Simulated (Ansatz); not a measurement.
According to plane-wave PAW r²SCAN (Ansatz code), TaSiO in the tetragonal phase (P4/nmm; Ta on 2c, Si on 2a, O on 2c) relaxes to a = 3.266 Å, c = 6.901 Å. Its formation energy from the elements is -1.08 eV/atom, with no fitted shifts.

Electronic character: metallic (no gap).

The bulk modulus is 206 GPa. Bader charges are Ta +1.76, Si -0.44, O -1.32 e.

The start of the workflow was typed in or built on a structure type; neither database checked (COD, Materials Project) lists it. Whether it is the stable phase at ambient conditions was not checked. The r²SCAN relaxation kept the symmetry of its start; its stability against distortions is not shown here. No spin polarisation was allowed. The references are the lowest solids computed at this level, not always the standard phases (solids in place of the gases). Spin–orbit coupling is left out wherever it is not named.

Potentials: the earlier of the program's two PAW sets. The files were generated under PBE; for other functionals the program regenerates the frozen cores, and for LDA and PBEsol the local potential too.
